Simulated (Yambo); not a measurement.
Mg₂P₂O₇ (space group C2/m, No. 12), G0W0@PBEsol in Yambo with this input:

```
rim_cut
gw0
dyson
el_el_corr
HF_and_locXC
ppa
em1d
RandQpts= 1000000
RandGvec= 1 Ry
EXXRLvcs= 84 Ry
VXCRLvcs= 336 Ry
Chimod= "HARTREE"
% BndsRnXp
 3 | 230 |
%
NGsBlkXp= 8 Ry
% LongDrXp
 1.0 | 1.0 | 1.0 |
%
PPAPntXp= 27.2114 eV
% GbndRnge
 1 | 230 |
%
GTermKind= "BG"
DysSolver= "n"
ExtendOut
```

On a 2×2×4 mesh, with wavefunctions cut at 84 Ry, the gap ((0, 0, -0.5) → Γ) is 8.272 eV and the valence edge shifts by -1.564 eV.

### Question
What happens with this change: 2 Ry block?

### Answer
The gap rises by 0.263 eV, to 8.535 eV; the shift of the valence edge becomes -1.866 eV. Neither run is shown to be the converged limit.

Geometry of the Materials Project entry, not relaxed at this level; primitive cell a = b = 5.244 Å, c = 4.498 Å, α = β = 98.26°, γ = 104.23°.

A shift is the quasiparticle energy of the state minus its PBEsol energy.
